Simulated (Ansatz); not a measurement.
W: reading a single point

```
W
1.0
    -1.58699    1.58699    1.58699
     1.58699   -1.58699    1.58699
     1.58699    1.58699   -1.58699
W
1
Direct
  0.00000 0.00000 0.00000
```

Method: r2SCAN, no spin polarisation; PAW, plane waves to 500 eV, 15×15×15 Γ-centred mesh, fermi-dirac occupations (width 0.0912 eV) (Ansatz 0.2.0), atoms fixed.

Problem. Is the cell too large or too small?

Solution. The pressure is -1.5 GPa (compression positive), so with the atoms held at these fractions the cell would first shrink.

Problem. Describe some of the short contacts.

Solution. W–W at 2.75 Å: least valence density 0.41 e/Å³ and ELF 0.38 there. These are pseudo-fields; inside the PAW spheres they differ from the all-electron ones.

Problem. Is there a gap?

Solution. It is a metal, with about 0.35 states/eV a cell as the mean within 0.25 eV of the Fermi level, mostly W d (85 %).

Origin: a database entry at a rescaled volume.
